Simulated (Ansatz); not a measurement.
A relaxed database cell of ZrPt$_{3}$: P6₃/mmc (No. 194), hP16; a = b = 5.6537 Å, c = 9.2340 Å, α = β = 90.00°, γ = 120.00°; Zr 2a (0.000, 0.000, 0.000); Zr 2c (0.333, 0.667, 0.250); Pt 6g (0.500, 0.500, 0.500); Pt 6h (0.340, 0.170, 0.250). All values below come from PBEsol (plane waves to 420 eV, PAW, scalar-relativistic; Ansatz, a first-principles code). Element references, the lowest calculated here: Zr (P6/mmm, not the ambient form), Pt (Fm-3m).

Total energies (eV/atom, σ → 0; comparable only within this code, potentials and settings):

```csv
phase,E (eV/atom)
ZrPt3 (P6₃/mmc),-10321.091
Zr (P6/mmm),-4128.645
Pt (Fm-3m),-12383.821
```

What is the formation energy of this P6₃/mmc form of ZrPt3 from the elements?

E_f = -10321.091 − [1 × (-4128.645) + 3 × (-12383.821)] / 4 = -1.06 eV/atom (-4.3 eV per formula unit).

A lower structure of this composition may exist.

Static energies, no anion corrections, no zero-point energy. Values are rounded to 0.01 eV/atom. Not shown to be the ambient phase of their composition (a lower form may be missing, and a cell relaxed within its start's symmetry can be a saddle point): ZrPt3 (P6₃/mmc). Spin-orbit coupling is missing from these energies, which matters for elements this heavy. The compounds carry no spin polarisation.
